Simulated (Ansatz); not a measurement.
A distorted cell of MgH$_{2}$ (rutile):

```xyz
6
Lattice="4.4261 0.0000 0.0000 0.0000 4.4261 0.0000 0.0000 0.0000 3.0761" Properties=species:S:1:pos:R:3 pbc="T T T"
Mg     0.0000     0.0000     0.0000
Mg     2.2131     2.2131     1.5380
H      1.3486     1.3486     0.0000
H      3.5617     0.8645     1.5380
H      0.8645     3.5617     1.5380
H      3.0775     3.0775     0.0000
```

Computed with r2SCAN (plane waves to 500 eV, PAW, scalar-relativistic; Ansatz, a program for electronic structure). k mesh 8×8×11 (Γ-centred), Fermi-Dirac smearing 0.05 eV. E stands for the smeared free energy. Compression counts positive. As the atoms are clamped, bonds stretch with the cell, which overstates energies and stresses. MgH2 was relaxed with its symmetry unable to fall.

Q: Give the stress tensor in GPa and the pressure.

A: 
```
    0.7      0.0      0.0
    0.0      0.7      0.0
    0.0      0.0     -2.8
```
The pressure, a third of the trace, is -0.4 GPa.

Q: It is the relaxed cell deformed to V/V₀ = 1.000, (c/a)/(c/a)₀ = 1.040, c along z, fractional positions held. What is its energy relative to the relaxed cell?

A: 2.9 meV/atom.

(A scan under strain: stresses follow from slopes of the energy per volume, elastic moduli from its curvatures.)
